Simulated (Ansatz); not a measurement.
SrHI:
```
SrHI
1.0
    4.27971     0.00000     0.00000
    0.00000     4.27971     0.00000
    0.00000     0.00000     8.71639
Sr H I
2 2 2
Direct
  0.00000   0.50000   0.15056
  0.50000   0.00000   0.84944
  0.50000   0.50000   0.00000
  0.00000   0.00000   0.00000
  0.00000   0.50000   0.67384
  0.50000   0.00000   0.32616
```

r²SCAN+D4 in the plane-wave PAW code Ansatz gives a gap of 3.82 eV without spin–orbit coupling, maximum at Z, minimum at M.

Question: What happens when spin–orbit coupling is switched on?

Answer: The gap decreases by 0.15 eV, to 3.67 eV; maximum at Z, minimum at M.

Space group P4/nmm. The first step of the workflow began from a Materials Project structure, measured or hypothetical; the Crystallography Open Database files this formula in space group No. 129, but the cells were not matched. Whether it is the stable phase at ambient conditions was not checked. The cell was relaxed with r²SCAN+D4 under the symmetry of its start; whether a distortion lowers the energy is not shown.

Potentials: the later of the program's two PAW sets.
